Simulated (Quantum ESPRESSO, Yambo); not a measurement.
## Quasiparticle gap of CaO at -3 % isotropic strain

CaO is taken in the cubic space group Fm-3m (No. 225), the rock salt structure, Pearson symbol cF8. Lattice parameters: a = 4.620 Å, b = 4.620 Å, c = 4.620 Å, α = 90.00°, β = 90.00°, γ = 90.00°. O on 4b has 6 Ca at 2.310 Å (octahedral). Ca on 4a is surrounded by 6 O at 2.310 Å (octahedral). (Neighbours: up to the widest gap in distance over summed covalent radii, below 1.35, at either atom; cation-cation contacts left out.)
(The calculation used a cell of 2 atoms; values per cell refer to that cell.)

The PBEsol cell relaxed from Materials Project entry mp-2605 was given an isotropic strain of -3 % on all lattice vectors, and the atoms were relaxed again.

Starting point: PBEsol (pw.x of Quantum ESPRESSO, ONCV potentials, scalar-relativistic). G0W0 in Yambo: 6×6×6 Γ-centred k mesh, 64 bands and a 10 Ry block in the screening, 64 bands in G with the Bruneval-Gonze terminator, plasmon pole fitted at 27.2 eV.

```json
{
 "PBEsol gap along the band path": "3.48 eV",
 "PBEsol gap between the mesh's edge points (Γ → X)": "3.48 eV",
 "G0W0 gap between the same points": "5.87 eV",
 "PBEsol smallest direct gap on the mesh (at X)": "3.81 eV",
 "G0W0 direct gap at that point": "6.29 eV"
}
```

```json
[
 {"k point": "Γ", "band": "VB", "E PBEsol (eV)": "0.00", "E QP (eV)": "-1.14", "shift (eV)": "-1.14", "Z": "0.79"},
 {"k point": "Γ", "band": "CB", "E PBEsol (eV)": "5.63", "E QP (eV)": "6.36", "shift (eV)": "0.73", "Z": "0.85"},
 {"k point": "L", "band": "VB", "E PBEsol (eV)": "-1.46", "E QP (eV)": "-2.66", "shift (eV)": "-1.20", "Z": "0.78"},
 {"k point": "L", "band": "CB", "E PBEsol (eV)": "7.58", "E QP (eV)": "9.35", "shift (eV)": "1.78", "Z": "0.82"},
 {"k point": "X", "band": "VB", "E PBEsol (eV)": "-0.34", "E QP (eV)": "-1.56", "shift (eV)": "-1.22", "Z": "0.79"},
 {"k point": "X", "band": "CB", "E PBEsol (eV)": "3.48", "E QP (eV)": "4.73", "shift (eV)": "1.25", "Z": "0.85"}
]
```

Energies count from the PBEsol valence-band maximum.

Convergence of the G0W0 settings was not tested.
